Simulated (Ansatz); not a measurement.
LaScSb in space group I4/mmm (No. 139; La on 4e, Sc on 4c, Sb on 4e), the program Ansatz at the PBE level (PAW), all energies at zero smearing, with the estimated change up to a 700 eV cutoff added, with one set of potentials and settings (totals compare only within such a set). Cell of 6 atoms (2 La, 2 Sc, 2 Sb): -29746.093 eV.

```
element                reference phase  E (eV/atom)
-------  -----------------------------  -----------
La       P6_3/mmc, 4 atoms in the cell   -6250.0953
Sc       P6_3/mmc, 2 atoms in the cell   -2135.8097
Sb           R-3m, 2 atoms in the cell   -6484.4916
```

Formation energy per atom, worked out: (-29746.093 − 2×(-6250.0953) − 2×(-2135.8097) − 2×(-6484.4916))/6 = -0.883 eV/atom (-85 kJ per mol of atoms), at 0 K, without zero-point energy or fitted corrections.

The first step of the workflow began from a Materials Project structure, measured or hypothetical; the Crystallography Open Database copy checked does not list it. Whether it is the stable phase at ambient conditions was not checked. Symmetry was held in the PBE relaxation; its stability against distortions is not shown here. Spin order of the final state: ferromagnetic, the only order run, not a proven ground state. The references are the lowest solids computed at this level, not always the standard phases. Scalar-relativistic: spin–orbit coupling is off unless named, which matters more the heavier the elements.

Potentials: the later of the program's two PAW sets.
